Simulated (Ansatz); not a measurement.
CuC6:
```yaml
crystal:
  lattice:
    - [0.00000, 3.73015, -2.15700]
    - [0.00000, 3.73015, 2.15700]
    - [4.06643, 0.00000, 0.00000]
  atoms:
    - { symbol: C, position: [0.03508, 0.96492, 0.00000] }
    - { symbol: C, position: [0.03694, 0.62459, 0.00000] }
    - { symbol: C, position: [0.37169, 0.29587, 0.00000] }
    - { symbol: C, position: [0.37541, 0.96306, 0.00000] }
    - { symbol: C, position: [0.70413, 0.62831, 0.00000] }
    - { symbol: C, position: [0.69880, 0.30120, 0.00000] }
    - { symbol: Cu, position: [0.09374, 0.90626, 0.50000] }
```

Relaxed with r²SCAN. Special points in fractions of this cell's reciprocal vectors: Γ (0.000, 0.000, 0.000); Y (0.500, 0.500, 0.000); F0 (0.334, 0.666, 0.000); Δ0 (-0.334, 0.334, 0.000); Z (0.000, 0.000, 0.500); B0 (-0.334, 0.334, 0.500); G0 (0.334, 0.666, 0.500); T (0.500, 0.500, 0.500); S (0.000, 0.500, 0.000); R (0.000, 0.500, 0.500).

Problem. List the band energies nearest the Fermi level at these points for r²SCAN in the plane-wave PAW code Ansatz.

Solution. In eV from the Fermi level; about four levels below and three above (degenerate sets whole), none deeper than 8.9 eV; points with the same levels are listed once.

```json
[
 {"k": "Γ", "below": "-0.99 -0.98 -0.85 -0.48", "above": "6.91 7.14 7.17"},
 {"k": "Y", "below": "-3.40 -3.36 -3.27 -3.09", "above": "0.70 0.98 2.01"},
 {"k": "F0", "below": "-3.34 -3.31 -3.25 -3.08", "above": "1.03 2.93 2.93"},
 {"k": "Z", "below": "-2.14 -1.56 -1.43 -1.23", "above": "3.92 5.62 6.55"},
 {"k": "B0", "below": "-3.32 -3.29 -3.26 -3.19", "above": "2.74 2.92 3.15"},
 {"k": "T", "below": "-3.30 -3.20 -2.64 -0.81", "above": "4.56 4.67 5.76"},
 {"k": "S", "below": "-3.31 -3.25 -3.18 -2.80", "above": "0.67 0.70 2.01"},
 {"k": "R", "below": "-3.31 -3.20 -3.05 -0.53", "above": "4.48 4.79 5.65"}
]
```

Space group Amm2. The start of the workflow was typed in or built on a structure type; neither database checked (COD, Materials Project) lists it. Its standing as an ambient phase is unchecked. The r²SCAN relaxation kept the symmetry of its start; whether a distortion lowers the energy is not shown. No spin polarisation was allowed. The volume moved by 16 % from the start of the relaxation. Its formation energy is positive at this level, so the cell may be metastable or incomplete.

Potentials: the earlier of the program's two PAW sets.
